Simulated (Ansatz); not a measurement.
# Orbital-resolved density of states of Mg

```
CELL_PARAMETERS angstrom
-1.47650 1.47650 1.47650
1.47650 -1.47650 1.47650
1.47650 1.47650 -1.47650
ATOMIC_POSITIONS crystal
Mg 0.00000 0.00000 0.00000
```

The geometry is COD entry 1538898, unchecked; take it as a test cell.

Method: Ansatz 0.2.0, DFT, LDA, all-electron LAPW, scalar-relativistic.

Sampling and basis: a Γ-centred 19×19×19 k mesh, Fermi–Dirac smearing of 0.03 eV, basis error target 0.5 meV/atom, no spin polarisation.

States per eV for one atom of each kind, in 0.4 eV bins named by their centres, from the Fermi level, projected on a minimal set of Löwdin-orthogonalised atomic shells; orbitals are real harmonics on the Cartesian axes, equal curves share a column, and empty bins are left out, as is all above 5.7 eV, near the top of the computed bands.

Mg 3s:

```
# E all
-9.9 0.01
-9.5 0.05
-9.1 0.07
-8.7 0.09
-8.3 0.11
-7.9 0.12
-7.5 0.14
-7.1 0.15
-6.7 0.16
-6.3 0.17
-5.9 0.18
-5.5 0.19
-5.1 0.20
-4.7 0.21
-4.3 0.21
-3.9 0.22
-3.5 0.21
-3.1 0.21
-2.7 0.20
-2.3 0.17
-1.9 0.14
-1.5 0.10
-1.1 0.07
-0.7 0.08
-0.3 0.12
0.1 0.14
0.5 0.14
0.9 0.11
1.3 0.08
1.7 0.05
2.1 0.04
2.5 0.03
2.9 0.03
3.3 0.04
3.7 0.05
4.1 0.05
4.5 0.05
4.9 0.05
5.3 0.04
```
